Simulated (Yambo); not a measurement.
```xyz
10
Lattice="2.5646 1.4807 4.6946 -2.5646 1.4807 4.6946 0.0000 -2.9613 4.6946" Properties=species:S:1:pos:R:3 pbc="T T T"
O     -0.8712    -1.6468     8.1511
O      0.8712     1.6468     5.9327
O     -0.9906     1.5779     8.1511
O      0.9906    -1.5779     5.9327
O      1.8618     0.0690     8.1511
O     -1.8618    -0.0690     5.9327
Ti     0.0000     0.0000    12.0333
Ti     0.0000     0.0000     2.0506
Zn     0.0000     0.0000     9.0042
Zn     0.0000     0.0000     5.0797
```

The geometry is that of Materials Project entry mp-14142, symmetrised and not relaxed again.

Where are the main features of Im ε from RPA with local fields on PBEsol bands (Yambo; 4×4×4 mesh, 111 bands, 3 Ry local-field block, 0.2 eV broadening; field along x)?

Peaks at 4.0 eV (7.7), 4.6 eV (7.3), 6.9 eV (7.3), 17.6 eV (1.5), heights in brackets. Structure narrower than a few tenths of an eV can come from the finite k mesh. Convergence of the RPA response with its 4×4×4 mesh was not tested. No excitonic effects at this level. 

The structure is a Materials Project entry; no match was found in the copy of COD used, and its stability was not checked.
